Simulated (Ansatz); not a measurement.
CsPbCl₃:
```yaml
crystal:
  lattice:
    - [5.73310, 0.00000, 0.00000]
    - [0.00000, 5.73310, 0.00000]
    - [0.00000, 0.00000, 5.73310]
  atoms:
    - { symbol: Pb, position: [0.50000, 0.50000, 0.50000] }
    - { symbol: Cl, position: [0.00000, 0.50000, 0.50000] }
    - { symbol: Cl, position: [0.50000, 0.00000, 0.50000] }
    - { symbol: Cl, position: [0.50000, 0.50000, 0.00000] }
    - { symbol: Cs, position: [0.00000, 0.00000, 0.00000] }
```

Relaxed with PBE.

Question: Tabulate the valence density and the electron localisation function along the shortest Pb–Cl contact (2.87 Å), plane-wave PAW PBE (Ansatz code).

Answer: 

| distance from Pb (Å) | density (e/Å³) | ELF |
|---|---|---|
| 0.29 | 7.60 | 0.01 |
| 0.43 | 5.47 | 0.06 |
| 0.57 | 3.62 | 0.21 |
| 0.72 | 2.17 | 0.37 |
| 0.86 | 1.20 | 0.44 |
| 1.00 | 0.66 | 0.40 |
| 1.15 | 0.39 | 0.28 |
| 1.29 | 0.27 | 0.19 |
| 1.43 | 0.23 | 0.19 |
| 1.58 | 0.27 | 0.33 |
| 1.72 | 0.37 | 0.59 |
| 1.86 | 0.57 | 0.77 |
| 2.01 | 0.90 | 0.84 |
| 2.15 | 1.35 | 0.85 |
| 2.29 | 1.73 | 0.81 |
| 2.44 | 1.62 | 0.70 |
| 2.58 | 0.93 | 0.49 |

The density is the valence pseudo-density with augmentation charge, so density and ELF within about 1 Å of a nucleus are not all-electron values.

Space group Pm-3m (cubic perovskite). This is a known high-temperature phase of the composition, computed here at zero pressure and temperature. Symmetry was held in the PBE relaxation; phonons on a q-mesh show weakly imaginary modes. Spin–orbit coupling is left out wherever it is not named.

Potentials: the later of the program's two PAW sets.
